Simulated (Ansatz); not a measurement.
ReS2 (anatase, space group No. 141) at seven volumes, PBE (plane waves, PAW; program Ansatz), shape and atoms relaxed at each. One row is withheld.

```
V (Å³/atom)  P (GPa)
-----------  -------
18.877             ?
19.499          8.97
20.121          4.11
20.744          0.00
21.366         -3.46
21.988         -6.34
22.611         -8.75
```

Q: Fit the shown pressures and predict the withheld one.

A: Third-order Birch–Murnaghan: P = (3/2)B₀(x^(7/2) − x^(5/2))[1 + (3/4)(B′ − 4)(x − 1)] with x = (V₀/V)^(2/3). Least squares on the six rows gives V₀ = 20.743 Å³/atom, B₀ = 125.0 GPa, B′ = 4.83. At V = 18.877, x = 1.0649 and P = 14.80 GPa. The run itself gave 14.65 GPa.

Space group I4_1/amd (anatase). The cell is a constructed one: a structure type filled with these elements; neither database checked (COD, Materials Project) lists it. Its standing as an ambient phase is unchecked. Symmetry was held in the PBE relaxation; whether a distortion lowers the energy is not shown. The run is not spin-polarised. Spin–orbit coupling is left out wherever it is not named.

Potentials: the later of the program's two PAW sets.
